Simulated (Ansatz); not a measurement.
Level: r2SCAN, no spin polarisation; 500 eV; 7×7×11 Γ-centred mesh; fermi-dirac occupations (width 0.1 eV); Ansatz 0.2.0, fixed geometry.

Computed maps in the lattice plane spanned by b (left to right, 5.44 Å, 16 points from zero) and c (bottom to top, 3.05 Å, 9 points from zero), 90° apart, at height 0.500 along a. The fields are smooth PAW ones with compensation charges, not the true ones near nuclei.

Valence density. Digits on a logarithmic scale: 0 up to 0.03 e/Å³, each further digit a factor of 1.6, 9 from 1.3 e/Å³ up:
```
6666666666666666
9876667898766678
9996669999966699
9997679999976799
9997679999976799
9996669999966699
9876667898766678
6666666666666666
5566666555666665
```

ELF. Ten even steps from '0' (0.19) to '9' (0.66):
```
0158985101589851
2214741222147412
9951315999513159
2980208929802089
2980208929802089
9951315999513159
2214741222147412
0158985101589851
3589898535898985
```

Task: The cell is LuB2Ru3. Which atoms lie within 0.2 Å of this plane, and where (fractions of b and c)?

Result: Ru at (0.00, 0.50), Ru at (0.50, 0.50). The whole cell:
```
B Ru Lu
1.0
     5.43639    0.00000    0.00000
    -2.71819    4.70805    0.00000
     0.00000    0.00000    3.05355
B Ru Lu
2 3 1
Direct
  0.33330 0.66670 0.00000
  0.66660 0.33330 0.00000
  0.50000 0.00000 0.50000
  0.50000 0.50000 0.50000
  0.00000 0.50000 0.50000
  0.00000 0.00000 0.00000
```

Origin: a known structure type with other elements, at an estimated volume, so it need not be a known compound. Caveats: many states at the Fermi level without spin polarisation, so a magnetic state may lie lower.
